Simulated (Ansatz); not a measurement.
Data:

Ge2Rh:
```yaml
crystal:
  lattice:
    - [-1.70336, 1.70336, 4.11958]
    - [1.70336, -1.70336, 4.11958]
    - [1.70336, 1.70336, -4.11958]
  atoms:
    - { symbol: Rh, position: [0.00000, 0.00000, 0.00000] }
    - { symbol: Ge, position: [0.33923, 0.33923, 0.00000] }
    - { symbol: Ge, position: [0.66077, 0.66077, 0.00000] }
```

This is the PBE-relaxed structure.

Task: All from DFT-PBE in the program Ansatz with PAW potentials, unless another level is named. Estimate the electronic character.

Result: metallic (no gap).

Task: What about the density of states at the Fermi level?

Result: 0.46 states/eV per atom (mean over ±0.08 eV).

Task: What about the formation energy from the elements (no fitted shifts)?

Result: -0.12 eV/atom.

Space group I4/mmm (MoSi2 or CaC2 type). The cell is a constructed one: a structure type filled with these elements; neither database checked (COD, Materials Project) lists it. Its standing as an ambient phase is unchecked. Symmetry was held in the PBE relaxation; its stability against distortions is not shown here. No spin polarisation was allowed. The references are the lowest solids computed at this level, not always the standard phases. Spin–orbit coupling is left out wherever it is not named.

Potentials: the later of the program's two PAW sets.
